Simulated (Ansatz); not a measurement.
Te:
```xyz
2
Lattice="0.0000 3.5715 3.5715 3.5715 0.0000 3.5715 3.5715 3.5715 0.0000" Properties=species:S:1:pos:R:3 pbc="T T T"
Te     0.0000     0.0000     0.0000
Te     1.7857     1.7857     1.7857
```

Relaxed with r²SCAN. Special points in fractions of this cell's reciprocal vectors: Γ (0.000, 0.000, 0.000); X (0.500, 0.000, 0.500); U (0.625, 0.250, 0.625); K (0.375, 0.375, 0.750); L (0.500, 0.500, 0.500); W (0.500, 0.250, 0.750).

Problem. List the band energies nearest the Fermi level at these points for the program Ansatz at the r²SCAN level (PAW).

Solution. In eV from the Fermi level; about four levels below and three above (degenerate sets whole), none deeper than 8.9 eV; points with the same levels are listed once.

```json
[
 {"k": "Γ", "below": "-3.23 -3.23 -3.23 -0.75 -0.75 -0.75", "above": "3.94 6.39 6.39"},
 {"k": "X", "below": "-4.52 -4.52 -1.67 -1.67", "above": "2.04 2.04 5.41 5.41"},
 {"k": "U", "below": "-4.85 -4.33 -1.86 -0.56", "above": "1.46 1.55 4.56"},
 {"k": "L", "below": "-3.85 -3.85 -3.62", "above": "0.25 0.25 1.67"},
 {"k": "W", "below": "-4.69 -4.69 -1.01 -1.01", "above": "1.35 1.35 5.18 5.18"}
]
```

Space group Fd-3m (diamond). The start of the workflow was typed in or built on a structure type; neither database checked (COD, Materials Project) lists it. It is not the phase usual at ambient conditions (space group No. 152). Symmetry was held in the r²SCAN relaxation; whether a distortion lowers the energy is not shown. Scalar-relativistic: spin–orbit coupling is off unless named, which matters more the heavier the elements.

Potentials: the earlier of the program's two PAW sets.
